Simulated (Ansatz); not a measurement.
AlGaP2:
```yaml
crystal:
  lattice:
    - [3.85974, 0.00000, 0.00000]
    - [0.00000, 3.85974, 0.00000]
    - [0.00000, 0.00000, 5.45068]
  atoms:
    - { symbol: Al, position: [0.50000, 0.50000, 0.50000] }
    - { symbol: Ga, position: [0.00000, 0.00000, 0.00000] }
    - { symbol: P, position: [0.00000, 0.50000, 0.24971] }
    - { symbol: P, position: [0.50000, 0.00000, 0.75029] }
```

Relaxed with PBEsol.

Q: Map the electron localisation function on the plane through (0.500, 0.500, 0.500) spanned by u = [1, 1, 0] and v = [1, -1, 1] in lattice vectors, from PBEsol (plane waves, PAW; program Ansatz).

A: x is the fraction of u, y of v (the angle between them is 90°; rows are the nearest grid lines); atoms in the plane: Al at (0.00, 0.00), Ga at (0.00, 0.50), P at (0.75, 0.75), P at (0.75, 0.25).
```
|0100233211000000001123320010|
|0001233210000000012456776200|
|1001232110000001234678999731|
|7422111000000124567789999997|
|7531000000001356776447999987|
|7421000000012467874001589987|
|6420000000013578872000058876|
|5321000000002467875213799875|
|3222211000000135677789998643|
|2222221100000023466788886432|
|0112222110000000123455432110|
|4001222210000000000122221004|
|4001222210000000000122221004|
|0112222110000000123455432110|
|2222221100000023466788886432|
|3222211000000135677789998643|
|5321000000002467875213799875|
|6420000000013578872000058876|
|7421000000012467874001589987|
|7531000000001356776447999987|
|7422111000000124567789999997|
|1001232110000001234678999731|
|0001233210000000012456776200|
|0100233211000000001123320010|
```
Scale: ten equal steps from -0.001 (start of '0') to 0.944 (end of '9'), in the order '0123456789'; x runs from 0.000 to 1.00, y from 0.000 (bottom) to 1.00 (top).

The density is the valence pseudo-density with augmentation charge, so density and ELF within about 1 Å of a nucleus are not all-electron values.

Space group P-4m2. The first step of the workflow began from a Materials Project structure, measured or hypothetical; the Crystallography Open Database copy checked does not list it. With Al and Ga taken as one species the cell has the higher symmetry F-43m, so it may be an ordered model of a mixed-site phase. Its standing as an ambient phase is unchecked. The PBEsol relaxation kept the symmetry of its start; whether a distortion lowers the energy is not shown. Spin–orbit coupling is left out wherever it is not named.

Potentials: the later of the program's two PAW sets.
